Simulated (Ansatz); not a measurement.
Theory: Ansatz 0.2.0, DFT PBE, scalar-relativistic, plane waves, PAW. All cells share a 420 eV cutoff and Γ-centred k meshes spaced at most about 0.3 Å⁻¹ (about 0.25 or finer for metals, 2π included). No spin polarisation in the final relaxations.

Each of these unrelaxed guesses is relaxed in cell and atoms within its symmetry. A guess keeps its type if space group and coordination stay and the shape of the cell changes little (axis ratios within about 15 %, angles within 6°); the volume may change.

1. CdTeS4

```
CELL_PARAMETERS angstrom
-3.12834 3.12834 4.27922
3.12834 -3.12834 4.27922
3.12834 3.12834 -4.27922
ATOMIC_POSITIONS crystal
Cd 0.00000 0.00000 0.00000
Te 0.50000 0.50000 0.00000
S 0.50000 0.50000 0.50000
S 0.00000 0.00000 0.50000
S 0.50000 0.00000 0.00000
S 0.00000 0.50000 0.00000
```

2. Zr2Si3

```
CELL_PARAMETERS angstrom
4.12766 0.00000 0.00000
-2.06383 3.57465 0.00000
0.00000 0.00000 5.06861
ATOMIC_POSITIONS crystal
Zr 0.66667 0.33333 0.50000
Zr 0.33333 0.66667 0.00000
Si 0.00000 0.00000 0.74540
Si 0.00000 0.00000 0.25460
Si 0.66667 0.33333 0.00000
```

3. SiTe5

```
CELL_PARAMETERS angstrom
6.60682 0.00000 0.00000
-3.30341 5.72167 0.00000
0.00000 0.00000 6.07172
ATOMIC_POSITIONS crystal
Si 0.00000 0.00000 0.50000
Te 0.66667 0.33333 0.50000
Te 0.31656 0.00000 0.00000
Te 0.68344 0.68344 0.00000
Te 0.00000 0.31656 0.00000
Te 0.33333 0.66667 0.50000
```

**Question.** Which keep their type?

**Answer.** Guesses 1 and 2 keep their type.

```
guess  kept  start group  end group  V start (Å³/atom)  V end  b/a and c/a, end over start  nearest neighbours start  nearest neighbours end
    1   yes       I4/mmm     I4/mmm               27.9   22.5                   1.00, 0.91           Cd 8, S 8, Te 8         Cd 8, S 8, Te 8
    2   yes        P-6m2      P-6m2               15.0   18.4                   1.00, 0.95             Si 11, Zr 8/9           Si 11, Zr 8/9
    3    no        P-62m      P-62m               38.3   29.4                   1.00, 0.62              Si 12, Te 12              Si 6, Te 6
```

Neighbours count within 15 % of an atom's shortest distance; end groups are read at 0.02 Å (0.05 Å in metals).

These runs have no spin–orbit coupling, which can matter for Te. Cells relaxed within their symmetry can be saddle points.

In counts of neighbours, a slash parts the counts of unlike sites.
